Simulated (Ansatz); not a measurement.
Ta (bcc (W type), space group No. 229), a = b = c = 3.3050 Å, α = β = γ = 90.00°; the cell used has 1 atom.

Relaxed with r²SCAN.

### Question
Which orbitals make up the states near the Fermi level in plane-wave PAW r²SCAN (Ansatz code)?

### Answer
Within 0.5 eV of the Fermi level: Ta 5d 85 %, Ta 6s 8 %, outside the projected shells 6 %. Projections are on Löwdin-orthogonalised atomic valence shells; empty p or d shells of many metals are not among them.

### Question
Tabulate the density of states.

### Answer
States/eV per cell of 1 atom, in 0.25 eV bins, energy from the Fermi level.

```tsv
E (eV)	total	Ta 5d	Ta 6s	Ta 5p
-7.85	0.04	0.00	0.03	0.00
-7.60	0.05	0.00	0.05	0.00
-7.35	0.06	0.00	0.05	0.00
-7.10	0.07	0.00	0.06	0.00
-6.85	0.08	0.00	0.07	0.00
-6.60	0.09	0.00	0.08	0.00
-6.35	0.11	0.01	0.09	0.00
-6.10	0.12	0.01	0.10	0.00
-5.85	0.14	0.02	0.11	0.00
-5.60	0.16	0.02	0.12	0.01
-5.35	0.18	0.03	0.13	0.01
-5.10	0.21	0.05	0.15	0.01
-4.85	0.26	0.08	0.16	0.01
-4.60	0.40	0.18	0.20	0.01
-4.35	0.60	0.36	0.22	0.01
-4.10	0.60	0.38	0.20	0.01
-3.85	0.65	0.45	0.18	0.01
-3.60	0.74	0.56	0.16	0.01
-3.35	0.83	0.66	0.15	0.01
-3.10	1.03	0.87	0.13	0.02
-2.85	1.04	0.90	0.11	0.02
-2.60	0.66	0.59	0.05	0.01
-2.35	0.43	0.40	0.02	0.01
-2.10	0.35	0.33	0.01	0.01
-1.85	0.34	0.32	0.01	0.01
-1.60	1.57	1.52	0.01	0.02
-1.35	1.95	1.88	0.02	0.03
-1.10	1.37	1.30	0.03	0.02
-0.85	1.38	1.27	0.05	0.02
-0.60	1.34	1.19	0.07	0.02
-0.35	1.81	1.53	0.16	0.02
-0.10	1.46	1.22	0.13	0.02
0.15	1.06	0.90	0.08	0.01
0.40	0.85	0.72	0.05	0.01
0.65	0.69	0.58	0.03	0.00
0.90	0.34	0.25	0.02	0.00
1.15	0.27	0.20	0.01	0.00
1.40	0.24	0.22	0.01	0.00
1.65	0.27	0.26	0.00	0.00
1.90	0.34	0.33	0.01	0.00
2.15	0.57	0.54	0.02	0.00
2.40	0.63	0.60	0.02	0.00
2.65	0.69	0.65	0.02	0.00
2.90	0.73	0.69	0.02	0.00
3.15	0.79	0.75	0.02	0.00
3.40	0.90	0.86	0.02	0.00
3.65	1.02	0.98	0.01	0.00
3.90	1.01	0.97	0.01	0.00
4.15	1.08	1.05	0.01	0.00
4.40	1.08	1.05	0.01	0.00
4.65	1.01	0.98	0.01	0.00
```

Space group Im-3m (bcc (W type)). The r²SCAN relaxation kept the symmetry of its start. No spin polarisation was allowed. Spin–orbit coupling is left out wherever it is not named.

Potentials: the later of the program's two PAW sets.
